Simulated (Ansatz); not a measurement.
## Structures of Cs3Cl2: which is lowest?

Plane-wave DFT in Ansatz with scalar-relativistic PAW potentials, cutoff 420 eV, Γ-centred meshes chosen by cell and gap, Gaussian smearing with energies taken to zero width. Every cell was relaxed (cell and atoms) in a run of its own, within the symmetry of its start. Functional: PBE.

Relaxed structures (starts from databases or built by putting these elements on another compound's sites):
A. P-3m1, 5 atoms in the computed cell, a = 6.155 Å, c = 7.181 Å; sites (symmetry × multiplicity) Cs -3m. × 1 + 3m. × 2, Cl 3m. × 2; start: built
B. R-3m, 5 atoms in the computed cell, a = 5.060 Å, c = 38.820 Å; sites (symmetry × multiplicity) Cs -3m × 3 + 3m × 6, Cl 3m × 6; start: built
C. P-62m, 5 atoms in the computed cell, a = 8.722 Å, c = 4.490 Å; sites (symmetry × multiplicity) Cs m2m × 3, Cl -6.. × 2; start: built

Problem. Rank them by energy. Could pressure change the order?

Solution.
| structure | group | E − E(lowest) (meV/atom) | V (Å³/atom) | gap on mesh (eV) |
| --- | --- | --- | --- | --- |
| B | R-3m | 0.0 | 57.39 | 0.00 |
| C | P-62m | 42 | 59.16 | 0.00 |
| A | P-3m1 | 109 | 47.11 | 0.00 |

B is lowest, 42 meV/atom under C. A is denser by 10.28 Å³/atom, so pressure favours it: ΔE/ΔV, with ΔE in eV and 1 eV/Å³ = 160.2 GPa, gives about 1.7 GPa for equal enthalpy if both cells were rigid, a rough figure since the two compress differently. Other structures may lie lower than all of these, and vibrations aren't counted.

Spin-orbit coupling is left out, which matters for the bands of heavy elements. The cell has an odd number of electrons and was run without spin polarisation, which forces a half-filled band: energy, forces and stress belong to that artificial state.